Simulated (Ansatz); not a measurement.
Structure relaxation, MoS2

The start is a generated cell, MoS2 built in the rutile structure type. The structure is fully relaxed (lattice and positions, P = 0) with r2SCAN (plane waves to 500 eV, PAW, scalar-relativistic; Ansatz, a quantum-chemistry and plane-wave program). First-step values are on the input's coarse k-mesh.

Ansatz input (later rounds restart from its end on a renewed k-mesh):
Ansatz 0.2 input:
```yaml
crystal:
  lattice:
    - [5.819532, 0, 0]
    - [0, 5.819532, 0]
    - [0, 0, 3.747808]
  atoms:
    - { symbol: Mo, position: [0, 0, 0] }
    - { symbol: Mo, position: [0.5, 0.5, 0.5] }
    - { symbol: S, position: [0.30496, 0.30496, 0] }
    - { symbol: S, position: [0.80496, 0.19504, 0.5] }
    - { symbol: S, position: [0.19504, 0.80496, 0.5] }
    - { symbol: S, position: [0.69504, 0.69504, 0] }
basis: { ecutwfc: 500, ecutrho_ratio: 4, xc_grid: 4, fft_grid_basis: typed }
kpoints: { mp_grid: { grid: [4, 4, 6] } }
hamiltonian:
  xc: r2scan
  dispersion: none
  pseudopotentials: { azcp: { folder: ./paw }, kind: paw }
scf: { occupations: { method: fermi_dirac, width: 0.05 } }
relax: { f_tol: 0.01, max_steps: 100, cell: { stress_tol: 0.02 } }
output: { forces: true, stress: true }
```

- Initial pressure = -11 GPa (negative: the cell is under tension)
- Largest initial force = about 0.4 eV/Å, on S3, S4, S5, S6 (atoms numbered as listed)
- Outcome = The space group stays P4₂/mnm (No. 136) (the run could not lower it); the end is rutile type, with 6 atoms in the primitive cell
- Band gap at the end = zero (metallic)
- Optimiser moves = 10

Final structure:

```cif
data_Mo2S4
_chemical_formula_sum 'Mo2 S4'
_space_group_name_H-M_alt 'P42/mnm'
_space_group_IT_number 136
_space_group_name_Hall '-P 4n 2n'
_cell_length_a 5.83771
_cell_length_b 5.83771
_cell_length_c 3.25111
_cell_angle_alpha 90.000
_cell_angle_beta 90.000
_cell_angle_gamma 90.000
loop_
_atom_site_label
_atom_site_type_symbol
_atom_site_symmetry_multiplicity
_atom_site_Wyckoff_symbol
_atom_site_fract_x
_atom_site_fract_y
_atom_site_fract_z
_atom_site_occupancy
Mo1 Mo 2 a 0.00000 0.00000 0.00000 1
S1 S 4 g 0.21207 0.21207 0.50000 1
```

Final values are on a 8×8×14 k-mesh of the relaxed cell. No spin polarisation in the result.

The run could not lower the symmetry of its start; a shaken copy of this end point relaxes with r2SCAN to P2₁2₁2 (No. 18), 0.08 eV/atom lower.

The relaxed structure here is a generated cell of MoS2: the first start was made by placing the elements on the sites of a structure type, and the end was not matched to a known phase here, so it may be hypothetical. Known forms of MoS2 include space group No. 160, 194.
